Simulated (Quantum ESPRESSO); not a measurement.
## GaSiGeN2OAs (convergence and cost over cutoff and k mesh)

Simulated, not a measurement. The program is pw.x of Quantum ESPRESSO 7.5 (plane-wave density functional theory). The cell is made up: 7 atoms on a wurtzite lattice with one site empty, with randomly drawn elements, strain and displacements, not relaxed. PseudoDojo standard norm-conserving files (v0.5 for PBE, v0.4.1 for LDA and PBEsol) set the functional; there is no spin polarisation, spin-orbit coupling or dispersion term, and the masses in the input are unused placeholders.

Input of the run in row 4:

```
&control calculation='scf', pseudo_dir='./dojo.nc.sr.pbe.v0_5.standard.upf', outdir='./o', disk_io='medium', tprnfor=.true., tstress=.true. /
&system ibrav=0, nat=7, ntyp=6, nbnd=37, ecutwfc=84.00895049, nosym=.true., tot_charge=0,
 occupations='smearing', smearing='fd', degauss=0.0018374661
/
&electrons conv_thr=7.350e-09, electron_maxstep=60, /
ATOMIC_SPECIES
As 1.0 As.upf
Ga 1.0 Ga.upf
Ge 1.0 Ge.upf
N 1.0 N.upf
O 1.0 O.upf
Si 1.0 Si.upf
CELL_PARAMETERS angstrom
3.3538 -0.0175 -0.0619
-0.0304 5.8938 -0.049
-0.1011 -0.0462 5.5472
ATOMIC_POSITIONS angstrom
Ga -0.1361 0.1201 0.1159
Si 1.658 2.9052 -0.0133
Ge 1.7385 0.8866 2.8383
N 0.1418 0.0327 2.0096
O 1.5488 3.0338 1.9862
As 1.5307 0.9805 4.8862
N 0.1062 3.9097 4.9185
K_POINTS automatic
5 4 4 1 1 1
```

The same cell was run at these settings. Meshes are shifted by half a step, and differences are from the last row, which is itself not exact.

| cutoff (eV) | k mesh | k points solved | threshold (eV) | free energy less the last row's (eV) | pressure (GPa) | largest stress difference (GPa) | largest force difference (eV/Å) | iterations | wall time (s) | k-point pools | processor |
| --- | --- | --- | --- | --- | --- | --- | --- | --- | --- | --- | --- |
| 800 | 2 x 2 x 2 | 4 | 1e-04 | 3.295 | -47.32 | 62.87 | 0.292 | 10 | 27 | 1 | AMD EPYC, Zen 5 class |
| 1143 | 2 x 2 x 2 | 4 | 1e-07 | -0.909 | 9.69 | 5.30 | 0.286 | 13 | 48 | 1 | AMD EPYC, Zen 5 class |
| 761 | 5 x 4 x 4 | 40 | 1e-07 | 8.025 | -85.18 | 96.23 | 0.138 | 13 | 175 | 1 | AMD EPYC, Zen 5 class |
| 1143 | 5 x 4 x 4 | 40 | 1e-07 | -0.016 | 10.82 | 0.23 | 0.015 | 13 | 305 | 1 | AMD EPYC, Zen 5 class |
| 1437 | 7 x 6 x 6 | 126 | 1e-07 | 0.000 | 10.85 | 0.00 | 0.000 | 13 | 1013 | 4 | AMD EPYC, older |

Each pool is one process. Wall times include start-up and a band step at six k points, which weighs most on the coarsest meshes. The runs were on shared virtual cores whose load varied, so times are rough.